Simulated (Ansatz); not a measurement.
Suppose YSi₆ takes space group R-3m (No. 166), with Y on 3b; Si on 18h. Recipe of this trial structure of YSi₆: 5-connected net of one element, guests in its cages (guest Y).

Method: DFT PBE, scalar-relativistic, plane waves, PAW in Ansatz. Cutoff 420 eV, Γ-centred mesh, Gaussian smearing, no spin polarisation.

Formation energies are uncorrected and refer to the elements' standard structures at the same level.

**Question.** Which cell and coordinates does it relax to?

**Answer.**

Space group R-3m:H (No. 166). a = 5.725 Å, b = 5.725 Å, c = 12.580 Å, α = 90.00°, β = 90.00°, γ = 120.00°
```
atom  site  symmetry       x       y       z
   Y    3b       -3m  0.3333  0.6667  0.1667
  Si   18h        .m  0.1873  0.3746  0.9317
```

Around Y lie 18 Si at 3.13–3.29 Å; around Si lie 5 Si at 2.51–2.53 Å, 3 Y at 3.13–3.29 Å and 2 Si at 3.22 Å. Another local minimum with the same sites may exist.

**Question.** Where does its energy lie, and is it a metal?

**Answer.** The formation energy is +0.02 eV/atom and the gap on the 12×12×12 mesh of the 7-atom cell is 0 eV (a metal). The formation energy is too near zero to say whether this cell lies below the elements.

The last run used Gaussian smearing of 0.10 eV. For metals, differences of a few meV/atom aren't resolved. The cell is a metal run without spin; a magnetic state may lie lower. A structure relaxed within its symmetry needn't be a true minimum.
